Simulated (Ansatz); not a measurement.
Is this Be3NiS4 structure a true minimum?

The structure comes from a generated guess, relaxed at this level; another structure or a mixture of phases may lie lower.

Computed with DFT PBE, scalar-relativistic, plane waves, PAW in Ansatz 0.2.0. Settings: cutoff 420 eV, Γ-centred mesh 6×6×6 on the computed 8-atom cell, Gaussian smearing of 0.10 eV; collinear spin from starting moments 0.0 0.0 0.0 1.3 0.0 0.0 0.0 0.0 μB.

The cell below (8 atoms, space group P-43m (No. 215)) is relaxed within its symmetry.

```
Be Ni S
1.0
     4.95870    0.00000    0.00000
     0.00000    4.95870    0.00000
     0.00000    0.00000    4.95870
Be Ni S
3 1 4
Direct
  0.50000 0.50000 0.00000
  0.50000 0.00000 0.50000
  0.00000 0.50000 0.50000
  0.00000 0.00000 0.00000
  0.25944 0.25944 0.25944
  0.25944 0.74056 0.74056
  0.74056 0.25944 0.74056
  0.74056 0.74056 0.25944
```

For the test it was strained at random (σ = 1.5 % a component), the atoms were moved at random (σ = 0.10 Å), and all was relaxed again on a coarse 4×4×4 mesh (in the run’s order of axes) with 0.20 eV smearing, with no symmetry imposed.

No Hubbard U is applied to the 3d shell of Ni. The magnetic state reached may not be the lowest.

Task: Does it come back?

Result: It returns, within 1 meV/atom of the unmoved cell on that mesh and with the same symmetry when read at 0.1 Å. So it is stable against the distortions that fit this cell and that this random move excites. Modes that don't fit the cell aren't tested.
